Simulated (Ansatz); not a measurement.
AlFe (CsCl type)

```xyz
2
Lattice="2.8747 0.0000 0.0000 0.0000 2.8747 0.0000 0.0000 0.0000 2.8747" Properties=species:S:1:pos:R:3 pbc="T T T"
Al     0.0000     0.0000     0.0000
Fe     1.4374     1.4374     1.4374
```

The relaxed cell is deformed in two ways at once: its volume V is scaled, and at that volume it is stretched along z (the c axis of the conventional cell) so that c/a changes. Fractional atomic positions are held.

Computed with PBE (plane waves to 420 eV, PAW, scalar-relativistic; Ansatz, a first-principles code). k mesh 16×16×16 (Γ-centred), Fermi-Dirac smearing 0.05 eV. Compression counts positive. With partly filled bands, the response to shear is sensitive to the k mesh, so small differences along c/a are uncertain. AlFe was relaxed with its symmetry unable to fall. Relaxed AlFe ends ferromagnetic. Other magnetic orders were not checked, so this need not be the ground state.

At one point of the scan the stress tensor (GPa) is:

```
   -5.0      0.0      0.0
    0.0     -5.0      0.0
    0.0      0.0     -8.6
```

Which point is it?
(A) V/V₀ = 1.040, (c/a)/(c/a)₀ = 1.000
(B) V/V₀ = 1.000, (c/a)/(c/a)₀ = 1.020
(C) V/V₀ = 1.040, (c/a)/(c/a)₀ = 0.980
(D) V/V₀ = 1.040, (c/a)/(c/a)₀ = 1.040

D, V/V₀ = 1.040, (c/a)/(c/a)₀ = 1.040

(Under strain, the slope of the energy per volume gives the stress and its curvature an elastic modulus.)
